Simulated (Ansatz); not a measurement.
ZnO in space group P6_222 (No. 180; Zn on 3d, O on 3c), DFT-PBE in the program Ansatz with PAW potentials, all energies at zero smearing, with the estimated change up to a 700 eV cutoff added, with one set of potentials and settings (totals compare only within such a set). Cell of 6 atoms (3 Zn, 3 O): -11659.653 eV.

```json
[
 {"element": "Zn", "reference phase": "C2/m, 3 atoms in the cell", "E (eV/atom)": "-3319.0295"},
 {"element": "O", "reference phase": "C2/m, 4 atoms in the cell, spin-polarised", "E (eV/atom)": "-565.0000"}
]
```

Formation energy per atom, worked out: (-11659.653 − 3×(-3319.0295) − 3×(-565.0000))/6 = -1.261 eV/atom (-122 kJ per mol of atoms), at 0 K, without zero-point energy or fitted corrections.

The start of the workflow was typed in or built on a structure type; neither database checked (COD, Materials Project) lists it. It is not the phase usual at ambient conditions (space group No. 186). The PBE relaxation kept the symmetry of its start; whether a distortion lowers the energy is not shown. The references are the lowest solids computed at this level, not always the standard phases (solids in place of the gases).

Potentials: the later of the program's two PAW sets.
